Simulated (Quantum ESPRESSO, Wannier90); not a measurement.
# BaHI (P4/nmm), plane waves to Wannier functions

Materials Project entry mp-23862; symmetrised, unrelaxed at this level. COD (Crystallography Open Database) has an entry of this formula and space group (matched by these alone). Method: PBEsol plane waves in Quantum ESPRESSO 7.5 (PseudoDojo norm-conserving files, 58 Ry, spinors with spin-orbit coupling), Bloch states on a 4×4×4 mesh through Γ, Wannier90 4.0.1. Density: 6×6×4 mesh, cold smearing 0.01 Ry.

On the energy scale of pw.x, whose zero is arbitrary, the valence-band maximum lies at 5.17 eV.

Input w.win:

```
num_bands = 64
num_wann = 40
exclude_bands = 1-20
spinors = true
num_iter = 1000
conv_tol = 1.0e-6
conv_window = 4
dis_num_iter = 1000
dis_conv_tol = 1.0e-6
dis_froz_max = 8.72
write_hr = true
write_u_matrices = true
begin projections
f=0.49399,0.00790,-0.17514: s;d
f=0.00856,0.49397,0.17307: s;d
f=0.49297,0.49247,-0.00113: s
f=0.00656,-0.00191,-0.00485: s
f=-0.00394,0.50471,-0.33524: p
f=0.50979,-0.00368,0.34022: p
end projections
begin unit_cell_cart
ang
    4.7758100000    0.0000000000    0.0000000000
    0.0000000000    4.7758100000    0.0000000000
    0.0000000000    0.0000000000    7.8002300000
end unit_cell_cart
begin atoms_frac
Ba   0.5000000000  0.0000000000 -0.1731000000
Ba   0.0000000000  0.5000000000  0.1731000000
H    0.5000000000  0.5000000000  0.0000000000
H    0.0000000000  0.0000000000  0.0000000000
I    0.0000000000  0.5000000000 -0.3404300000
I    0.5000000000  0.0000000000  0.3404300000
end atoms_frac
mp_grid = 4 4 4
begin kpoints
0.0000000000 0.0000000000 0.0000000000
0.0000000000 0.0000000000 0.2500000000
0.0000000000 0.0000000000 0.5000000000
... (61 more lines: the 4x4x4 mesh through Gamma)
end kpoints
```

Input of pw2wannier90.x that gives the overlap and projection files (equivalent; here they were cut from one run over all bands):

```
&inputpp
  outdir = './out'
  prefix = 'pwscf'
  seedname = 'w'
  write_amn = .true.
  write_mmn = .true.
/
```

Output w.wout (banner and timings cut):

```
                                    ------
                                    SYSTEM
                                    ------

                              Lattice Vectors (Ang)
                    a_1     4.775810   0.000000   0.000000
                    a_2     0.000000   4.775810   0.000000
                    a_3     0.000000   0.000000   7.800230

                   Unit Cell Volume:     177.91046  (Ang^3)

                        Reciprocal-Space Vectors (Ang^-1)
                    b_1     1.315627   0.000000   0.000000
                    b_2     0.000000   1.315627   0.000000
                    b_3     0.000000   0.000000   0.805513

 *----------------------------------------------------------------------------*
 |   Site       Fractional Coordinate          Cartesian Coordinate (Ang)     |
 +----------------------------------------------------------------------------+
 | ba   1   0.50000   0.00000  -0.17310   |    2.38790   0.00000  -1.35022    |
 | ba   2   0.00000   0.50000   0.17310   |    0.00000   2.38790   1.35022    |
 | h    1   0.50000   0.50000   0.00000   |    2.38790   2.38790   0.00000    |
 | h    2   0.00000   0.00000   0.00000   |    0.00000   0.00000   0.00000    |
 | i    1   0.00000   0.50000  -0.34043   |    0.00000   2.38790  -2.65543    |
 | i    2   0.50000   0.00000   0.34043   |    2.38790   0.00000   2.65543    |
 *----------------------------------------------------------------------------*
                                ------------
                                K-POINT GRID
                                ------------

             Grid size =  4 x  4 x  4      Total points =   64

 *---------------------------------- MAIN ------------------------------------*
 |  Number of Wannier Functions               :                40             |
 |  Number of Objective Wannier Functions     :                40             |
 |  Number of input Bloch states              :                64             |
 |  Output verbosity (1=low, 5=high)          :                 1             |
 |  Timing Level (1=low, 5=high)              :                 1             |
 |  Optimisation (0=memory, 3=speed)          :                 3             |
 |  Length Unit                               :               Ang             |
 |  Post-processing setup (write *.nnkp)      :                 F             |
 |  Using Gamma-only branch of algorithms     :                 F             |
 *----------------------------------------------------------------------------*
 *------------------------------- WANNIERISE ---------------------------------*
 |  Total number of iterations                :              1000             |
 |  Number of CG steps before reset           :                 5             |
 |  Trial step length for line search         :             2.000             |
 |  Convergence tolerence                     :         0.100E-05             |
 |  Convergence window                        :                 4             |
 |  Iterations between writing output         :                 1             |
 |  Iterations between backing up to disk     :               100             |
 |  Write r^2_nm to file                      :                 F             |
 |  Write xyz WF centres to file              :                 F             |
 |  Write on-site energies <0n|H|0n> to file  :                 F             |
 |  Use guiding centre to control phases      :                 F             |
 |  Use phases for initial projections        :                 F             |
 *----------------------------------------------------------------------------*
 *------------------------------- DISENTANGLE --------------------------------*
 |  Using band disentanglement                :                 T             |
 |  Total number of iterations                :              1000             |
 |  Mixing ratio                              :             0.500             |
 |  Convergence tolerence                     :         1.000E-06             |
 |  Convergence window                        :                 3             |
 *----------------------------------------------------------------------------*
 *-------------------------------- PLOTTING ----------------------------------*
 |  Plotting Hamiltonian in WF basis          :                 T             |
 *----------------------------------------------------------------------------*

       ... (k-mesh section left out)

 Starting a new Wannier90 calculation ...

 Reading overlaps from w.mmn

 Reading projections from w.amn

 *------------------------------- DISENTANGLE --------------------------------*
 +----------------------------------------------------------------------------+
 |                              Energy  Windows                               |
 |                              ---------------                               |
 |                   Outer:    1.85517  to   14.24112  (eV)                   |
 |                   Inner:    1.85517  to    8.72000  (eV)                   |
 +----------------------------------------------------------------------------+
   Number of target bands to extract:   40

                   Unitarised projection of Wannier functions
                   ------------------------------------------
   A_mn = <psi_m|g_n> --> S = A.A^+ --> U = S^-1/2.A
   In dis_project... done
   Using an inner window (linner = T)
   In dis_proj_froz... done

                   Extraction of optimally-connected subspace
                   ------------------------------------------
 +---------------------------------------------------------------------+<-- DIS
 |  Iter     Omega_I(i-1)      Omega_I(i)      Delta (frac.)           |<-- DIS
 +---------------------------------------------------------------------+<-- DIS
       1     152.33908628     142.32530887       7.036E-02    <-- DIS
       2     144.78987892     139.43857024       3.838E-02    <-- DIS
       3     141.49501589     137.59904590       2.831E-02    <-- DIS
       4     139.06920135     136.23546864       2.080E-02    <-- DIS
       5     137.28069093     135.17952064       1.554E-02    <-- DIS
       6     135.93657380     134.33674812       1.191E-02    <-- DIS
       ... (lines left out)
     101     128.67126523     128.66884579       1.880E-05    <-- DIS
       ... (lines left out)
     201     128.62299109     128.62221564       6.029E-06    <-- DIS
       ... (lines left out)
     301     128.61168100     128.61129657       2.989E-06    <-- DIS
       ... (lines left out)
     401     128.60822438     128.60802368       1.561E-06    <-- DIS
       ... (lines left out)
     473     128.60729153     128.60716350       9.955E-07    <-- DIS
     474     128.60728297     128.60715573       9.894E-07    <-- DIS
     475     128.60727450     128.60714804       9.833E-07    <-- DIS

             <<<      Delta < 1.000E-06  over  3 iterations     >>>
             <<< Disentanglement convergence criteria satisfied >>>

        Final Omega_I   128.60714804 (Ang^2)

 +----------------------------------------------------------------------------+

 Writing checkpoint file w.chk... done

 *------------------------------- WANNIERISE ---------------------------------*
 +--------------------------------------------------------------------+<-- CONV
 | Iter  Delta Spread     RMS Gradient      Spread (Ang^2)            |<-- CONV
 +--------------------------------------------------------------------+<-- CONV

 ------------------------------------------------------------------------------
 Initial State
  WF centre and spread    1  (  2.406479, -0.021408, -2.258307 )     7.37955874
  WF centre and spread    2  (  2.402468, -0.018956, -2.245325 )     7.37661770
  WF centre and spread    3  (  2.390215,  0.010391, -1.407175 )     4.14177368
  WF centre and spread    4  (  2.383184,  0.004087, -1.407351 )     4.14409647
  WF centre and spread    5  (  2.360783,  0.002219, -1.662210 )     4.72553701
  WF centre and spread    6  (  2.370633, -0.007723, -1.667748 )     4.72660634
  WF centre and spread    7  (  2.387855,  0.028010, -1.659607 )     4.74113437
  WF centre and spread    8  (  2.385562,  0.021691, -1.664786 )     4.72796393
  WF centre and spread    9  (  2.394727, -0.002023, -1.725895 )     4.01737978
  WF centre and spread   10  (  2.387903, -0.000954, -1.730386 )     4.00505218
  WF centre and spread   11  (  2.384576,  0.017241, -1.298202 )     4.44130730
  WF centre and spread   12  (  2.393500, -0.002861, -1.292698 )     4.46442167
  WF centre and spread   13  ( -0.026770,  2.411097,  2.254167 )     7.28690377
  WF centre and spread   14  ( -0.024194,  2.394007,  2.250732 )     7.26218272
  WF centre and spread   15  (  0.007650,  2.398454,  1.407827 )     4.12089464
  WF centre and spread   16  (  0.005103,  2.387646,  1.410847 )     4.11489031
  WF centre and spread   17  (  0.025977,  2.391168,  1.649340 )     4.73255144
  WF centre and spread   18  (  0.025305,  2.381944,  1.663831 )     4.72691875
  WF centre and spread   19  ( -0.005881,  2.373122,  1.657016 )     4.73698024
  WF centre and spread   20  ( -0.000211,  2.363446,  1.659662 )     4.73104366
  WF centre and spread   21  (  0.004158,  2.396625,  1.724252 )     3.99548575
  WF centre and spread   22  ( -0.001571,  2.391400,  1.725014 )     4.00776731
  WF centre and spread   23  ( -0.006870,  2.399528,  1.294540 )     4.43595661
  WF centre and spread   24  (  0.001473,  2.384205,  1.292311 )     4.43855905
  WF centre and spread   25  (  2.385918,  2.382525, -0.000597 )     2.18771374
  WF centre and spread   26  (  2.383412,  2.385768, -0.002139 )     2.18713497
  WF centre and spread   27  (  0.003113, -0.000426, -0.003870 )     2.18963354
  WF centre and spread   28  (  0.002569,  0.001498, -0.005503 )     2.18807580
  WF centre and spread   29  ( -0.001655,  2.391733, -2.593326 )     2.19405911
  WF centre and spread   30  ( -0.000999,  2.389556, -2.593426 )     2.19515007
  WF centre and spread   31  ( -0.004983,  2.393996, -2.674600 )     2.12485968
  WF centre and spread   32  ( -0.003858,  2.391701, -2.673824 )     2.12764883
  WF centre and spread   33  ( -0.004421,  2.395850, -2.674895 )     2.12398135
  WF centre and spread   34  ( -0.003737,  2.391967, -2.673645 )     2.12851884
  WF centre and spread   35  (  2.391098,  0.000181,  2.599055 )     2.18940106
  WF centre and spread   36  (  2.391352, -0.001620,  2.601175 )     2.19187434
  WF centre and spread   37  (  2.395435, -0.002245,  2.676058 )     2.13735329
  WF centre and spread   38  (  2.398890, -0.006196,  2.675452 )     2.13927391
  WF centre and spread   39  (  2.394012, -0.002631,  2.676385 )     2.13977261
  WF centre and spread   40  (  2.397014, -0.007428,  2.676030 )     2.13762462
  Sum of centres and spreads ( 47.775211, 47.806587, -0.021820 )   152.06365921

      0     0.152E+03     0.0000000000      152.0636592069  <-- CONV
        O_D=      0.8220435 O_OD=     22.6344677 O_TOT=    152.0636592 <-- SPRD
 ------------------------------------------------------------------------------
      1    -0.424E+01     3.4262545648      147.8266084555  <-- CONV
        O_D=      0.4582380 O_OD=     18.7612224 O_TOT=    147.8266085 <-- SPRD
      2    -0.152E+01     2.3236989800      146.3107893350  <-- CONV
        O_D=      0.4728020 O_OD=     17.2308393 O_TOT=    146.3107893 <-- SPRD
      3    -0.654E+00     1.4963854090      145.6565931279  <-- CONV
        O_D=      0.4223087 O_OD=     16.6271364 O_TOT=    145.6565931 <-- SPRD
      4    -0.239E+00     0.9519047019      145.4174348420  <-- CONV
        O_D=      0.4100176 O_OD=     16.4002692 O_TOT=    145.4174348 <-- SPRD
      5    -0.150E+00     0.6632476469      145.2673317088  <-- CONV
        O_D=      0.4199701 O_OD=     16.2402136 O_TOT=    145.2673317 <-- SPRD
       ... (lines left out)
    100    -0.256E-01     0.2559247280      141.0104225074  <-- CONV
        O_D=      0.1629897 O_OD=     12.2402847 O_TOT=    141.0104225 <-- SPRD
       ... (lines left out)
    200    -0.472E-03     0.0365442824      139.6658457415  <-- CONV
        O_D=      0.1648708 O_OD=     10.8938270 O_TOT=    139.6658457 <-- SPRD
       ... (lines left out)
    299    -0.864E-06     0.0015194155      139.6605131939  <-- CONV
        O_D=      0.1648480 O_OD=     10.8885172 O_TOT=    139.6605132 <-- SPRD
    300    -0.855E-06     0.0014585499      139.6605123385  <-- CONV
        O_D=      0.1648465 O_OD=     10.8885178 O_TOT=    139.6605123 <-- SPRD
    301    -0.814E-06     0.0020695931      139.6605115243  <-- CONV
        O_D=      0.1648476 O_OD=     10.8885159 O_TOT=    139.6605115 <-- SPRD
             <<<     Delta < 1.000E-06  over  4 iterations     >>>
             <<< Wannierisation convergence criteria satisfied >>>
 Final State
  WF centre and spread    1  (  2.388144, -0.742724, -1.857320 )     4.46704474
  WF centre and spread    2  (  3.124522, -0.006687, -1.851748 )     4.45294439
  WF centre and spread    3  (  2.391188,  0.006896, -1.422933 )     3.97947814
  WF centre and spread    4  (  2.385816,  0.001005, -1.421867 )     3.98055651
  WF centre and spread    5  (  1.655124,  0.008128, -1.856064 )     4.45086792
  WF centre and spread    6  (  1.646744, -0.005470, -1.840541 )     4.45562259
  WF centre and spread    7  (  2.389294,  0.728569, -1.831778 )     4.47266277
  WF centre and spread    8  (  2.387333,  0.744517, -1.838641 )     4.45475661
  WF centre and spread    9  (  3.126410,  0.007526, -1.828318 )     4.46888632
  WF centre and spread   10  (  2.388521, -0.737256, -1.846900 )     4.44378984
  WF centre and spread   11  (  2.386227,  0.014960, -1.302057 )     4.16053212
  WF centre and spread   12  (  2.395093, -0.008287, -1.296849 )     4.17303135
  WF centre and spread   13  ( -0.716553,  2.394322,  1.835490 )     4.45449007
  WF centre and spread   14  ( -0.739411,  2.377689,  1.853463 )     4.46606265
  WF centre and spread   15  (  0.003931,  2.398211,  1.419093 )     3.97753788
  WF centre and spread   16  (  0.001935,  2.390218,  1.419623 )     3.97656998
  WF centre and spread   17  (  0.742635,  2.394049,  1.828267 )     4.45940176
  WF centre and spread   18  (  0.734242,  2.373623,  1.845960 )     4.47712982
  WF centre and spread   19  ( -0.010249,  1.658756,  1.864575 )     4.48636493
  WF centre and spread   20  (  0.003652,  1.665970,  1.843895 )     4.45323796
  WF centre and spread   21  ( -0.011822,  3.133352,  1.830767 )     4.47239773
  WF centre and spread   22  ( -0.001683,  3.127212,  1.834193 )     4.46585109
  WF centre and spread   23  ( -0.011656,  2.403208,  1.299109 )     4.16685569
  WF centre and spread   24  ( -0.001111,  2.382814,  1.297330 )     4.17244356
  WF centre and spread   25  (  2.388538,  2.385322, -0.000228 )     1.88205710
  WF centre and spread   26  (  2.386874,  2.389849, -0.001569 )     1.87715378
  WF centre and spread   27  (  0.000561, -0.001450,  0.000736 )     1.88084790
  WF centre and spread   28  ( -0.000162,  0.001228, -0.001473 )     1.87935626
  WF centre and spread   29  ( -0.000244,  2.390607, -2.579746 )     2.31024039
  WF centre and spread   30  (  0.000557,  2.387771, -2.580161 )     2.31002993
  WF centre and spread   31  ( -0.000289,  2.390306, -2.671316 )     2.36414179
  WF centre and spread   32  (  0.001251,  2.386338, -2.670483 )     2.36476761
  WF centre and spread   33  ( -0.000085,  2.391410, -2.671740 )     2.36299637
  WF centre and spread   34  (  0.000394,  2.385265, -2.670204 )     2.36500782
  WF centre and spread   35  (  2.388024,  0.001996,  2.579103 )     2.31051535
  WF centre and spread   36  (  2.387884, -0.000013,  2.582280 )     2.30967970
  WF centre and spread   37  (  2.383053,  0.002688,  2.671155 )     2.36328562
  WF centre and spread   38  (  2.388199, -0.004459,  2.670066 )     2.36508341
  WF centre and spread   39  (  2.383018,  0.002467,  2.671376 )     2.36339189
  WF centre and spread   40  (  2.388297, -0.004710,  2.670830 )     2.36344019
  Sum of centres and spreads ( 47.754193, 47.815218, -0.024625 )   139.66051152

         Spreads (Ang^2)       Omega I      =   128.607148036
        ================       Omega D      =     0.164847595
                               Omega OD     =    10.888515893
    Final Spread (Ang^2)       Omega Total  =   139.660511524
```
